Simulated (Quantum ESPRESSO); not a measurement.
One change at a time to Al2HfIrRhW3

All numbers below are calculated, not measured. They come from Quantum ESPRESSO 7.5, a public plane-wave density functional program. Each row is one single-point run on a made-up periodic cell of eight metal atoms, with elements, volume, strain and displacements drawn at random and not relaxed, so a cell may be unstable or far from any real phase. There is no spin polarisation or spin-orbit coupling.

Settings: PBE unless stated; PseudoDojo standard norm-conserving files; Fermi-Dirac width 0.25 eV, which means electrons at about 2900 K; cutoff 1197 eV; 6 x 6 x 3 k mesh shifted half a step off Gamma. E is the free energy of the whole cell (internal energy minus TS), so a -TS column is already part of it. Stress is positive in tension, and the pressure P is minus a third of its trace.

Checks: one run of this series was repeated at a higher cutoff and on a denser mesh, which moved values by no more than 0.003 eV, 0.02 GPa and 0.005 eV/Å, and a second program with other atomic files agreed on it to 2 % rms in force and 0.5 GPa in pressure. Known limits: heavy elements are run without spin-orbit coupling, which real alloys of them have; a spin test at this wide smearing found no moment, but such smearing suppresses magnetism that the real alloy may have.

The lattice is face-centred cubic, and the cell vectors in Å are (-0.021, 0.062, -4.061); (4.065, -0.026, 0.021); (0.052, -8.078, 0.124), a volume of 133.32 Å³ in run 1. The elements on sites 1 to 8 are W Rh Al W W Hf Al Ir. Each later run makes one change to run 1 and keeps the rest. E is counted from run 1, and is n/a where other atomic files have another zero of energy.

| run | change | V (Å³) | P (GPa) | -TS (eV) | rms force (eV/Å) | largest change of a force component (eV/Å) | E (eV) |
|---|---|---|---|---|---|---|---|
| 1 | none | 133.32 | -6.68 | -1.210 | 0.973 | 0.000 | 0.000 |
| 2 | sites 2 and 4 exchanged | 133.32 | -6.77 | -1.317 | 0.892 | 0.805 | -0.123 |
| 3 | all lengths scaled by -1.92 % | 125.79 | 5.10 | -1.118 | 1.141 | 0.357 | ? |
| 4 | LDA in place of PBE | 133.32 | -17.80 | -1.232 | 0.896 | 0.226 | n/a |
| 5 | In on site 8 | 133.32 | 3.86 | -1.221 | 1.058 | 2.184 | n/a |
| 6 | site 1 moved by +0.24 Å along z | 133.32 | -6.45 | -1.219 | 1.074 | 2.613 | 0.117 |

## Worked estimate

Along a uniform scaling dE = -P dV. The mean of the two pressures is -0.790 GPa and the volume changes by -7.53 Å³, with 160.2 GPa to one eV/Å³. The same two rows give -V dP/dV = 203 GPa for this cell with clamped atoms, which is not the bulk modulus of a real alloy.

## Withheld value

Question: what E should run 3 give?

The estimate is -0.037 eV. The calculation gave -0.051 eV. The mean of two end points misses the curvature of P, and the finite cutoff adds a little.
